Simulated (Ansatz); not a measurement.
BaF$_{2}$ in space group P6_3/mmc (No. 194; Ba on 2c, F on 2a, F on 2d), the program Ansatz at the r²SCAN level (PAW). The conduction-band minimum lies at K, with 2 equivalent valleys. Second derivatives d²E/dk² of the lowest band at one valley (eV·Å²), along Cartesian directions:

```
direction  d²E/dk²
---------  -------
[100]        11.81
[010]        11.81
[001]        13.98
[110]        11.81
[101]        12.90
[011]        12.90
```

Task: Find the principal effective masses, the density-of-states mass and the conductivity mass.

Result: Off-diagonal terms follow from H_xy = H[110] − (H_xx + H_yy)/2, and m*/mₑ = 7.620 eV·Å² over each eigenvalue: 0.55, 0.65, 0.65. One valley's DOS mass (m₁m₂m₃)^(1/3) = 0.61, conductivity mass 3/(Σ 1/mᵢ) = 0.61 mₑ.

Task: What effective density of states Nc follows at 300 K for parabolic valleys?

Result: Nc = 2.509e19 × 2 × (0.61)^(3/2) ≈ 2.4e19 cm⁻³.

The first step of the workflow began from a Materials Project structure, measured or hypothetical; the Crystallography Open Database copy checked does not list it. It is not the phase usual at ambient conditions (space group No. 225). The r²SCAN relaxation kept the symmetry of its start; whether a distortion lowers the energy is not shown. Spin–orbit coupling is left out wherever it is not named.

Potentials: the later of the program's two PAW sets.

Edges and masses are those of Kohn–Sham bands, whose gap is no quasiparticle gap.
